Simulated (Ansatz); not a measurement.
HfC (CsCl type, Pm-3m), r²SCAN (plane waves, PAW; program Ansatz), all energies at zero smearing, with the estimated change up to a 700 eV cutoff added, with one set of potentials and settings (totals compare only within such a set). Cell of 2 atoms (1 Hf, 1 C): -15983.961 eV.

| element | reference phase | E (eV/atom) |
|---|---|---|
| Hf | P6_3/mmc, 2 atoms in the cell | -15733.0631 |
| C | P6_3/mmc, 4 atoms in the cell | -251.6711 |

Formation energy per atom, worked out: (-15983.961 − 1×(-15733.0631) − 1×(-251.6711))/2 = 0.386 eV/atom (37 kJ per mol of atoms), at 0 K, without zero-point energy or fitted corrections.

A made-up cell: these elements were put on the sites of a structure type; neither database checked (COD, Materials Project) lists it. It is not the phase usual at ambient conditions (space group No. 225). Symmetry was held in the r²SCAN relaxation. At this level the phase is mechanically unstable. No spin polarisation was allowed. The references are the lowest solids computed at this level, not always the standard phases. Scalar-relativistic: spin–orbit coupling is off unless named, which matters more the heavier the elements.

Potentials: the later of the program's two PAW sets.
